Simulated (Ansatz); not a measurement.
Here is the system:

TiAl:
```cif
data_AlTi
_chemical_formula_sum 'Al1 Ti1'
_space_group_name_H-M_alt 'P 1'
_space_group_IT_number 1
_cell_length_a 2.81002
_cell_length_b 2.81002
_cell_length_c 4.06613
_cell_angle_alpha 90.000
_cell_angle_beta 90.000
_cell_angle_gamma 90.000
loop_
_space_group_symop_operation_xyz
  'x, y, z'
loop_
_atom_site_label
_atom_site_type_symbol
_atom_site_fract_x
_atom_site_fract_y
_atom_site_fract_z
_atom_site_occupancy
Al1 Al 0.50000 0.50000 0.50000 1
Ti1 Ti 0.00000 0.00000 0.00000 1
```

This is the r²SCAN-relaxed structure.

Problem. All from r²SCAN in the plane-wave PAW code Ansatz, unless another level is named. Estimate the density of states at the Fermi level.

Solution. 0.78 states/eV per atom (mean over ±0.08 eV).

Problem. And the formation energy from the elements (no fitted shifts)?

Solution. -0.45 eV/atom.

Space group P4/mmm (L1₀ or tetragonal B2). Symmetry was held in the r²SCAN relaxation; of distortions, only those at the zone centre were tested. No spin polarisation was allowed. The references are the lowest solids computed at this level, not always the standard phases.

Potentials: the later of the program's two PAW sets.
